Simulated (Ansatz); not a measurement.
MgO in space group P6_3/mmc (No. 194; Mg on 2c, O on 2d), DFT-LDA in the program Ansatz with PAW potentials, all energies at zero smearing, with the estimated change up to a 700 eV cutoff added, with one set of potentials and settings (totals compare only within such a set). Cell of 4 atoms (2 Mg, 2 O): -4919.824 eV.

```tsv
element	reference phase	E (eV/atom)
Mg	P6_3/mmc, 2 atoms in the cell	-1901.6042
O	C2/m, 4 atoms in the cell, spin-polarised	-552.6597
```

Formation energy per atom, worked out: (-4919.824 − 2×(-1901.6042) − 2×(-552.6597))/4 = -2.824 eV/atom (-272 kJ per mol of atoms), at 0 K, without zero-point energy or fitted corrections.

The workflow started from a Materials Project entry (that database holds measured and hypothetical structures alike); the Crystallography Open Database copy checked does not list it. It is not the phase usual at ambient conditions (space group No. 225). The cell was relaxed with LDA under the symmetry of its start; whether a distortion lowers the energy is not shown. The references are the lowest solids computed at this level, not always the standard phases (solids in place of the gases).

Potentials: the earlier of the program's two PAW sets. The files were generated under PBE; for other functionals the program regenerates the frozen cores, and for LDA and PBEsol the local potential too.
